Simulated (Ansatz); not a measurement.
Relaxed BaTiO$_{3}$ (tetragonal-perovskite type, space group P4mm):

```yaml
crystal:
  lattice:
    - [3.97230, 0.00000, 0.00000]
    - [0.00000, 3.97230, 0.00000]
    - [0.00000, 0.00000, 4.11282]
  atoms:
    - { symbol: Ti, position: [0.50000, 0.50000, 0.45232] }
    - { symbol: Ba, position: [0.00000, 0.00000, 0.93423] }
    - { symbol: O, position: [0.50000, 0.50000, 0.89517] }
    - { symbol: O, position: [0.50000, 0.00000, 0.41214] }
    - { symbol: O, position: [0.00000, 0.50000, 0.41214] }
```

Scan: atom 3 (O, nearest neighbour Ti at 1.821 Å; its periodic images, 4.0 Å or more away, move with it) is displaced towards the nearest neighbour, direction (0.000, 0.000, -1.000) in Cartesian axes, by s. The other atoms stay.

These are r2SCAN (plane waves to 500 eV, PAW, scalar-relativistic; Ansatz, an electronic-structure program) values and carry that method's errors. k mesh 7×7×7 (Γ-centred), Fermi-Dirac smearing 0.05 eV. The energy includes the smearing's −TS. Left out: 2 of 11 points, with atoms too close for the PAW data. BaTiO3 is run without spin polarisation. BaTiO3 was relaxed with its symmetry unable to fall. The zero of ΔE is the undisplaced structure.

```csv
s (Å),ΔE (meV/cell)
-0.180,162.3
-0.144,112.0
-0.108,68.1
-0.072,withheld
-0.036,8.8
0.000,0.0
0.036,10.4
0.072,44.9
0.108,109.2
```

### Question
Fit a polynomial form (powers 2, 3, 4) to the given rows and predict ΔE at s = -0.072.

### Answer
Least squares on the 8 given rows: ΔE = (7404)·s² + (16320)·s³ + (16740)·s⁴, in meV/cell with s in Å; root-mean-square residual 0.03 meV/cell. At -0.072 the fit gives 32.7 meV/cell; the calculation gives 32.7 meV/cell, the same to the digits shown. The quadratic term alone would give 38.4 meV/cell.

(A displaced cell: forces are minus the slopes of the energy, force constants its curvatures, and phonons follow from these.)
